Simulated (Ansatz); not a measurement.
KI:
```xyz
2
Lattice="0.0000 3.5032 3.5032 3.5032 0.0000 3.5032 3.5032 3.5032 0.0000" Properties=species:S:1:pos:R:3 pbc="T T T"
K      0.0000     0.0000     0.0000
I      3.5032     3.5032     3.5032
```

Relaxed with PBEsol. Special points in fractions of this cell's reciprocal vectors: Γ (0.000, 0.000, 0.000); X (0.500, 0.000, 0.500); U (0.625, 0.250, 0.625); K (0.375, 0.375, 0.750); L (0.500, 0.500, 0.500); W (0.500, 0.250, 0.750).

List the band energies nearest the valence-band maximum at these points for plane-wave PAW PBEsol with spin–orbit coupling (Ansatz code).

In eV from the valence-band maximum; about four levels below and three above (degenerate sets whole), none deeper than 8.9 eV; points with the same levels are listed once.

```csv
k,below,above
Γ,0.00 0.00 0.00 0.00,3.55 3.55 6.10 6.10 6.10 6.10
X,-0.80 -0.80 -0.42 -0.42,4.46 4.46 5.41 5.41
U,-0.93 -0.93 -0.57 -0.57,5.17 5.17 6.30 6.30
L,-0.87 -0.87 -0.39 -0.39,5.09 5.09 7.34 7.34
W,-0.85 -0.85 -0.74 -0.74,5.99 5.99 6.10 6.10
```

Space group Fm-3m (rock salt). The cell was relaxed with PBEsol under the symmetry of its start.

Potentials: the later of the program's two PAW sets.
